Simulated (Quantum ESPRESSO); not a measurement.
# In2AlGaP4: input and log of a self-consistent run

Computed values, not a measurement. The program is pw.x of Quantum ESPRESSO 7.5 (plane-wave density functional theory). The cell is made up: 8 atoms on a zincblende/diamond lattice, with randomly drawn elements, strain and displacements, not relaxed. PseudoDojo standard norm-conserving files (v0.5 for PBE, v0.4.1 for LDA and PBEsol) set the functional; there is no spin polarisation, spin-orbit coupling or dispersion term, and the masses in the input are unused placeholders.

Input:

```
&control calculation='scf', pseudo_dir='./dojo.nc.sr.pbe.v0_5.standard.upf', outdir='./o', disk_io='medium', tprnfor=.true., tstress=.true. /
&system ibrav=0, nat=8, ntyp=4, nbnd=37, ecutwfc=79.96652505, nosym=.true., tot_charge=0,
 occupations='smearing', smearing='fd', degauss=0.0018374661
/
&electrons conv_thr=7.350e-09, electron_maxstep=60, /
ATOMIC_SPECIES
Al 1.0 Al.upf
Ga 1.0 Ga.upf
In 1.0 In.upf
P 1.0 P.upf
CELL_PARAMETERS angstrom
5.7592 -0.065 0.0118
-0.065 5.7038 -0.0833
0.0118 -0.0833 5.7457
ATOMIC_POSITIONS angstrom
In 0.074 0.0542 0.0168
In 0.0222 2.9219 2.7784
Al 2.7837 -0.1585 2.965
Ga 2.8656 2.8961 -0.0797
P 1.4205 1.3262 1.4244
P 1.3971 4.1964 4.2526
P 4.2134 1.496 4.2799
P 4.2855 4.1955 1.3251
K_POINTS automatic
4 4 4 1 1 1
```

The log is shortened where brackets say so; the opening notice, blank lines, dates and the lines on written files are dropped, and the path of the files is cut. It prints rydbergs, bohrs and kilobars, and counts compression as positive stress.

```
     Program PWSCF v.7.5
     Parallel version (MPI & OpenMP), running on       1 processor cores
     Number of MPI processes:                 1
     Threads/MPI process:                     1
     [start-up lines left out]
     bravais-lattice index     =            0
     lattice parameter (alat)  =      10.8840  a.u.
     unit-cell volume          =    1273.2586 (a.u.)^3
     number of atoms/cell      =            8
     number of atomic types    =            4
     number of electrons       =        62.00
     number of Kohn-Sham states=           37
     kinetic-energy cutoff     =      79.9665  Ry
     charge density cutoff     =     319.8661  Ry
     scf convergence threshold =      7.3E-09
     mixing beta               =       0.7000
     number of iterations used =            8  plain     mixing
     Exchange-correlation= PBE
                           (   1   4   3   4   0   0   0)
     [axes and pseudopotential details left out]
   Cartesian axes
     site n.     atom                  positions (alat units)
         1        In     tau(   1) = (   0.0128482   0.0094104   0.0029169  )
         2        In     tau(   2) = (   0.0038544   0.5073114   0.4823964  )
         3        Al     tau(   3) = (   0.4833166  -0.0275194   0.5147946  )
         4        Ga     tau(   4) = (   0.4975364   0.5028319  -0.0138378  )
         5        P      tau(   5) = (   0.2466326   0.2302599   0.2473097  )
         6        P      tau(   6) = (   0.2425698   0.7285949   0.7383526  )
         7        P      tau(   7) = (   0.7315465   0.2597412   0.7430925  )
         8        P      tau(   8) = (   0.7440648   0.7284387   0.2300689  )
     number of k points=    32  Fermi-Dirac smearing, width (Ry)=  0.0018
                       cart. coord. in units 2pi/alat
        k(    1) = (   0.1262099   0.1295143   0.1269204), wk =   0.0625000
        k(    2) = (   0.1257376   0.1331696   0.3775783), wk =   0.0625000
     [further k points left out]
     Dense  grid:   122951 G-vectors     FFT dimensions: (  64,  64,  64)
     Estimated max dynamical RAM per process >     163.64 MB
     Initial potential from superposition of free atoms
     starting charge      61.9865, renormalised to      62.0000
     Starting wfcs are   47 randomized atomic wfcs
     total cpu time spent up to now is       17.4 secs
     per-process dynamical memory:    96.1 Mb
     Self-consistent Calculation
     iteration #  1     ecut=    79.97 Ry     beta= 0.70
     Davidson diagonalization with overlap
     ethr =  1.00E-02,  avg # of iterations =  4.0
     Threshold (ethr) on eigenvalues was too large:
     Diagonalizing with lowered threshold
     Davidson diagonalization with overlap
     ethr =  6.13E-04,  avg # of iterations =  2.0
     total cpu time spent up to now is       86.3 secs
     total energy              =    -478.81097143 Ry
     estimated scf accuracy    <       0.38948506 Ry
     iteration #  2     ecut=    79.97 Ry     beta= 0.70
     Davidson diagonalization with overlap
     ethr =  6.28E-04,  avg # of iterations =  2.2
     total cpu time spent up to now is      124.2 secs
     total energy              =    -478.91356831 Ry
     estimated scf accuracy    <       0.10119514 Ry
     iteration #  3     ecut=    79.97 Ry     beta= 0.70
     Davidson diagonalization with overlap
     ethr =  1.63E-04,  avg # of iterations =  2.2
     total cpu time spent up to now is      158.6 secs
     total energy              =    -478.93130737 Ry
     estimated scf accuracy    <       0.00437010 Ry
     iteration #  4     ecut=    79.97 Ry     beta= 0.70
     Davidson diagonalization with overlap
     ethr =  7.05E-06,  avg # of iterations = 11.1
     total cpu time spent up to now is      212.1 secs
     total energy              =    -478.93245146 Ry
     estimated scf accuracy    <       0.00251345 Ry
     iteration #  5     ecut=    79.97 Ry     beta= 0.70
     Davidson diagonalization with overlap
     ethr =  4.05E-06,  avg # of iterations =  2.0
     total cpu time spent up to now is      242.2 secs
     total energy              =    -478.93288556 Ry
     estimated scf accuracy    <       0.00019615 Ry
     iteration #  6     ecut=    79.97 Ry     beta= 0.70
     Davidson diagonalization with overlap
     ethr =  3.16E-07,  avg # of iterations =  2.3
     total cpu time spent up to now is      276.6 secs
     total energy              =    -478.93291089 Ry
     estimated scf accuracy    <       0.00002454 Ry
     iteration #  7     ecut=    79.97 Ry     beta= 0.70
     Davidson diagonalization with overlap
     ethr =  3.96E-08,  avg # of iterations =  4.1
     total cpu time spent up to now is      322.4 secs
     total energy              =    -478.93292144 Ry
     estimated scf accuracy    <       0.00000221 Ry
     iteration #  8     ecut=    79.97 Ry     beta= 0.70
     Davidson diagonalization with overlap
     ethr =  3.56E-09,  avg # of iterations =  3.4
     total cpu time spent up to now is      363.1 secs
     total energy              =    -478.93292177 Ry
     estimated scf accuracy    <       0.00000060 Ry
     iteration #  9     ecut=    79.97 Ry     beta= 0.70
     Davidson diagonalization with overlap
     ethr =  9.68E-10,  avg # of iterations =  2.9
     total cpu time spent up to now is      404.9 secs
     total energy              =    -478.93292196 Ry
     estimated scf accuracy    <       0.00000003 Ry
     iteration # 10     ecut=    79.97 Ry     beta= 0.70
     Davidson diagonalization with overlap
     ethr =  4.45E-11,  avg # of iterations =  4.4
     total cpu time spent up to now is      447.5 secs
     total energy              =    -478.93292197 Ry
     estimated scf accuracy    <       0.00000001 Ry
     iteration # 11     ecut=    79.97 Ry     beta= 0.70
     Davidson diagonalization with overlap
     ethr =  2.06E-11,  avg # of iterations =  2.0
     total cpu time spent up to now is      491.8 secs
     End of self-consistent calculation
     [lines on levels left out]
!    total energy              =    -478.93292197 Ry
     estimated scf accuracy    <          1.1E-09 Ry
     smearing contrib. (-TS)   =      -0.00000000 Ry
     internal energy E=F+TS    =    -478.93292197 Ry
     The total energy is F=E-TS. E is the sum of the following terms:
     one-electron contribution =    -207.70269453 Ry
     hartree contribution      =     143.87648810 Ry
     xc contribution           =    -140.64778972 Ry
     ewald contribution        =    -274.45892582 Ry
     convergence has been achieved in  11 iterations
     Forces acting on atoms (cartesian axes, Ry/au):
     atom    1 type  3   force =    -0.07646025   -0.00143763   -0.04905487
     atom    2 type  3   force =    -0.03375784   -0.04500859   -0.01928858
     atom    3 type  1   force =     0.04153596    0.03938350   -0.03055293
     atom    4 type  2   force =    -0.01426189   -0.01636405    0.01832971
     atom    5 type  4   force =     0.09131345    0.04521951    0.04316150
     atom    6 type  4   force =     0.05636996    0.00867698    0.02904560
     atom    7 type  4   force =    -0.00713468   -0.05937709   -0.00960638
     atom    8 type  4   force =    -0.05760472    0.02890738    0.01796594
     Total force =     0.203216     Total SCF correction =     0.000103
     Computing stress (Cartesian axis) and pressure
          total   stress  (Ry/bohr**3)                   (kbar)     P=       16.78
   0.00009397   0.00016820   0.00006834           13.82       24.74       10.05
   0.00016820   0.00011529   0.00024245           24.74       16.96       35.67
   0.00006834   0.00024245   0.00013302           10.05       35.67       19.57
     init_run     :     16.28s CPU     17.22s WALL (       1 calls)
     electrons    :    448.50s CPU    474.46s WALL (       1 calls)
     forces       :      7.83s CPU      7.96s WALL (       1 calls)
     stress       :     24.65s CPU     25.82s WALL (       1 calls)
     [timing details left out]
     PWSCF        :   8m17.56s CPU   8m47.78s WALL
     JOB DONE.
```

In other units: free energy -6516.214 eV for the cell, pressure 1.68 GPa, largest force component 2.348 eV/Å. A rerun of a related cell, with the same atoms placed differently, at 1377 eV and a 6 x 6 x 6 mesh moved values by no more than 0.008 eV in energy, 0.02 GPa in stress and 0.002 eV/Å in force.